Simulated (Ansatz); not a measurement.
Consider the following.

CdSe:
Space group F-43m (No. 216); a = 6.144 Å, b = 6.144 Å, c = 6.144 Å, α = 90.00°, β = 90.00°, γ = 90.00°

```csv
atom,site,symmetry,x,y,z
Se,4c,-43m,0.2500,0.2500,0.2500
Cd,4a,-43m,0.0000,0.0000,0.0000
```
(The calculation used a cell of 2 atoms; values per cell refer to that cell.)

This is the HSE06-relaxed structure.

**Question.** All from HSE06 in the plane-wave PAW code Ansatz, unless another level is named. Estimate the band gap.

**Answer.** 1.47 eV (direct).

**Question.** What about the valence-band maximum?

**Answer.** at Γ.

The cell was relaxed with HSE06 under the symmetry of its start. The hybrid was solved on a coarse mesh, the path and, where they were found, the r²SCAN edge points; its band edges are the extreme levels among these. Spin–orbit coupling is left out wherever it is not named.

Potentials: the later of the program's two PAW sets.
